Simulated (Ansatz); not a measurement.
AgAu in space group R-3m (No. 166; Ag on 3a, Au on 3b), plane-wave PAW PBEsol (Ansatz code), all energies at zero smearing, with the estimated change up to a 700 eV cutoff added, with one set of potentials and settings (totals compare only within such a set). Cell of 2 atoms (1 Ag, 1 Au): -20529.438 eV.

| element | reference phase | E (eV/atom) |
|---|---|---|
| Ag | P6_3/mmc, 4 atoms in the cell | -7522.2452 |
| Au | Fm-3m, 1 atoms in the cell | -13007.0999 |

Formation energy per atom, worked out: (-20529.438 − 1×(-7522.2452) − 1×(-13007.0999))/2 = -0.046 eV/atom (-4 kJ per mol of atoms), at 0 K, without zero-point energy or fitted corrections.

The first step of the workflow began from a Materials Project structure, measured or hypothetical; the Crystallography Open Database copy checked does not list it. With Ag and Au taken as one species the cell has the higher symmetry Fm-3m, so it may be an ordered model of a mixed-site phase. Whether it is the stable phase at ambient conditions was not checked. The PBEsol relaxation kept the symmetry of its start; whether a distortion lowers the energy is not shown. The run is not spin-polarised. The references are the lowest solids computed at this level, not always the standard phases. Spin–orbit coupling is left out wherever it is not named.

Potentials: the later of the program's two PAW sets.
